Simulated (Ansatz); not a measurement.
InPd: computed property card

InPd:
```xyz
2
Lattice="3.2145 0.0000 0.0000 0.0000 3.2145 0.0000 0.0000 0.0000 3.2145" Properties=species:S:1:pos:R:3 pbc="T T T"
In     0.0000     0.0000     0.0000
Pd     1.6073     1.6073     1.6073
```

Space group Pm-3m (No. 221), CsCl type; conventional cell a = b = c = 3.2145 Å, α = β = γ = 90.00°.

Method: DFT-LDA in the program Ansatz with PAW potentials. Structure relaxed to zero pressure with the same functional. Other levels are named where they apply.

### Cell and energy

```json
{
 "volume_per_atom": "16.61 Å³",
 "density": "11.06 g/cm³",
 "Formation energy from the elements (no fitted shifts)": "-0.54 eV/atom"
}
```

### Electronic structure

```json
{
  "electronic_character": "metallic (no gap)",
  "Density of states at the Fermi level": "0.35 states/eV per atom (mean over ±0.08 eV)"
}
```

### Mechanics

```json
{
 "Bulk modulus (Birch–Murnaghan fit)": "150 GPa",
 "Pressure derivative B′": "5.8",
 "Elastic constants (relaxed ions, GPa)": "C11 = 171, C12 = 140, C44 = 59.7",
 "mechanical_stability": "stable (all eigenvalues of C positive)",
 "hill_bulk_and_shear_moduli": "151 and 34.8 GPa",
 "Young's modulus": "97.1 GPa",
 "Poisson's ratio": "0.39",
 "debye_temperature_from_the_elastic_constants": "234 K"
}
```

### Phonons

```json
{
 "highest_zone_centre_frequency": "150 cm⁻¹",
 "zone_centre_stability": "no imaginary mode at Γ"
}
```

The LDA relaxation kept the symmetry of its start. No spin polarisation was allowed. As this level gives no gap, shear constants depend on the k-mesh and smearing (Fermi–Dirac, 0.1 eV here). As this level gives no gap, phonon frequencies hold no LO–TO term and depend on the k-mesh and smearing (Fermi–Dirac, 0.1 eV here). The references are the lowest solids computed at this level, not always the standard phases. Scalar-relativistic: spin–orbit coupling is off unless named, which matters more the heavier the elements.

Potentials: the later of the program's two PAW sets.
